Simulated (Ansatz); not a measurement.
## Be2ZnTe3 (P3m1) at 3 levels of theory

One geometry, relaxed with PBE; plane waves with PAW potentials in Ansatz, scalar-relativistic unless the row names spin-orbit coupling. No spin polarisation but for the spin–orbit row. Gaps are the least over mesh and band path; pressure is positive in compression, and isn't given for hybrids.

```xyz
6
Lattice="4.1258 0.0000 0.0000 -2.0629 3.5730 0.0000 0.0000 0.0000 10.1458" Properties=species:S:1:pos:R:3 pbc="T T T"
Be    0.0000    2.3820   10.0709
Be    2.0629    1.1910    6.8381
Zn    0.0000    0.0000    3.4122
Te    2.0629    1.1910    9.2936
Te    0.0000    0.0000    6.0647
Te    0.0000    2.3820    2.3671
```

| level | cutoff (eV) | k mesh | gap (eV) | pressure (GPa) |
| --- | --- | --- | --- | --- |
| PBE | 420 | 12×12×4 | 1.87 | 0.0 |

What comes out on the same cell with HSE06, PBE with spin-orbit coupling?

```csv
level,cutoff (eV),k mesh,gap (eV),pressure (GPa)
HSE06,420,6×6×2,2.57,-
PBE with spin-orbit coupling,420,12×12×4,1.58,0.0
```

Spin-orbit coupling matters for the bands of heavy elements and enters only rows that name it.

The cell was found from a structure generator's guess, not taken from experiment.
